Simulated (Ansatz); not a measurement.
# Na: two-dimensional strain map

Level of theory: Ansatz 0.2.0, DFT PBEsol, scalar-relativistic, plane waves, PAW. Cutoff 420 eV, Γ-centred 12×12×8 k-points, Gaussian smearing of 0.15 eV. No spin polarisation. Energies are free energies at this smearing, counted from the undisturbed cell; pressure is positive in compression.

The starting cell (as given, not relaxed at this level; it stands at -0.3 GPa; this form isn't the usual structure):

```
Na
1.0
     3.76700    0.00000    0.00000
    -1.88350    3.26232    0.00000
     0.00000    0.00000    6.15400
Na
2
Direct
  0.33333 0.66667 0.25000
  0.66667 0.33333 0.75000
```

The cell is strained by p along both x and y and by q along z, fractional coordinates fixed. Points are written (p, q).

Energy above the undisturbed cell in meV/atom (a dash: not computed):

```csv
p \ q,-0.050,-0.025,0.000,0.025,0.050
-0.050,11.1,7.2,6.1,7.4,11.0
-0.025,2.5,-0.1,?,2.1,6.4
0.000,?,?,0.0,3.2,8.2
0.025,?,3.4,5.4,9.4,15.1
0.050,11.7,12.3,15.2,19.9,26.3
```

(1) Fill in the withheld energies.

## Answers

(1) (-0.025, 0.000): -0.1; (0.000, -0.050): 0.3; (0.000, -0.025): -1.0; (0.025, -0.050): 3.7.